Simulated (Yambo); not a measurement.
A G0W0@PBEsol run in Yambo for ZnCl$_{2}$ (space group P4_2/nmc, No. 137) (4×4×1 Γ-centred k mesh, bands 9 to 221 and a 7 Ry block in the screening, 221 bands in G with the Bruneval-Gonze terminator, plasmon pole fitted at 27.2 eV) gives these matrix elements, in eV, at the band edges (Γ → Γ):

```json
[
 {"state": "valence edge", "E0": "0.000", "<Vxc>": "-16.323", "<Σx>": "-20.920", "<Σc(E0)>": "2.567", "Z": "0.804"},
 {"state": "conduction edge", "E0": "3.672", "<Vxc>": "-11.327", "<Σx>": "-6.937", "<Σc(E0)>": "-3.313", "Z": "0.840"}
]
```

**Question.** Solve the linearised quasiparticle equation for both states, give the gap, and say how exchange and correlation each act on it.

**Answer.** E = E0 + Z(Σx + Σc − Vxc). Valence: 0.000 + 0.804 × (-20.920 + (2.567) − (-16.323)) = -1.63 eV. Conduction: 3.672 + 0.840 × (-6.937 + (-3.313) − (-11.327)) = 4.58 eV. The gap is 6.21 eV, against 3.67 eV in PBEsol. Replacing Vxc by bare exchange alone would open it by 8.99 eV; correlation takes back 5.88 eV of that, and Z scales what is left. Nearest settings tried, and what they do to the gap: 146 bands in W, 146 bands in G: +46 meV; 6 Ry block (245 vectors against 309): -31 meV. Not varied: mesh. So the settings aren't converged at that level. The k mesh is coarse. 

Geometry relaxed with PBE+D3(BJ); primitive cell a = b = 3.679 Å, c = 10.747 Å, α = β = γ = 90.00°.
